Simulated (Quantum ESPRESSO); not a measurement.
## Band energies of CdZn₃S₄

```
CELL_PARAMETERS angstrom
      5.51101     0.00000     0.00000
      0.00000     5.51101     0.00000
      0.00000     0.00000     5.51101
ATOMIC_POSITIONS crystal
  S  0.26268 0.26268 0.26268
  S  0.26268 0.73732 0.73732
  S  0.73732 0.73732 0.26268
  S  0.73732 0.26268 0.73732
  Zn 0.00000 0.50000 0.50000
  Zn 0.50000 0.00000 0.50000
  Zn 0.50000 0.50000 0.00000
  Cd 0.00000 0.00000 0.00000
```

PBEsol (Quantum ESPRESSO, PseudoDojo norm-conserving, 102 Ry, scalar-relativistic); path ΓXMΓRX,MR; energies in eV from the valence-band maximum.

```csv
k (1/Å),point,band 48,band 49,band 50,band 51,band 52,band 53,band 54,band 55
0.00,Γ,-2.11,-2.11,0.00,0.00,0.00,1.65,3.32,3.32
0.28,,-1.86,-1.86,-1.07,-0.36,-0.36,2.84,3.57,4.13
0.57,X,-2.40,-1.32,-1.32,-0.99,-0.99,4.02,4.04,4.50
0.76,,-2.00,-1.47,-1.33,-0.95,-0.91,4.18,4.20,4.81
0.95,,-1.84,-1.52,-1.23,-0.75,-0.70,4.37,4.43,4.69
1.14,M,-2.31,-1.20,-0.80,-0.73,-0.73,4.43,4.43,4.46
1.34,,-1.63,-1.52,-1.20,-1.06,-0.44,4.05,4.37,4.92
1.54,,-1.89,-1.73,-1.70,-0.76,-0.18,3.29,3.94,4.33
1.74,,-2.05,-2.01,-0.75,-0.20,-0.04,2.33,3.56,3.58
1.95,Γ,-2.11,-2.11,0.00,0.00,0.00,1.65,3.32,3.32
2.11,,-2.03,-2.03,-0.58,-0.06,-0.06,2.14,3.50,3.51
2.28,,-1.81,-1.81,-1.61,-0.22,-0.22,2.81,3.77,3.89
2.44,,-1.58,-1.50,-1.50,-0.42,-0.42,3.12,4.08,4.22
2.60,,-1.24,-1.18,-1.18,-0.59,-0.59,3.14,4.04,4.08
2.77,,-0.97,-0.97,-0.94,-0.65,-0.65,3.08,3.40,3.40
2.93,R,-0.87,-0.87,-0.63,-0.63,-0.63,3.04,3.04,3.04
3.09,,-0.99,-0.94,-0.83,-0.70,-0.66,3.17,3.25,3.43
3.26,,-1.23,-1.07,-1.01,-0.87,-0.76,3.50,3.68,4.21
3.42,,-1.64,-1.20,-1.16,-1.03,-0.87,3.83,4.08,4.85
3.58,,-2.14,-1.28,-1.28,-1.04,-0.96,4.01,4.19,4.72
3.74,X,-2.40,-1.32,-1.32,-0.99,-0.99,4.02,4.04,4.50
3.74,M,-2.31,-1.20,-0.80,-0.73,-0.73,4.43,4.43,4.46
3.88,,-1.94,-1.19,-0.81,-0.72,-0.72,4.22,4.22,4.23
4.02,,-1.34,-1.16,-0.83,-0.70,-0.70,3.73,3.73,3.73
4.17,,-1.04,-0.85,-0.83,-0.66,-0.66,3.25,3.25,3.25
4.31,R,-0.87,-0.87,-0.63,-0.63,-0.63,3.04,3.04,3.04
```

The PBEsol gap is direct, 1.65 eV at Γ.

Spin-orbit splittings are left out.

Geometry of the Materials Project entry, not relaxed at this level.

The structure is a Materials Project entry; no match was found in the copy of COD used, and its stability was not checked.
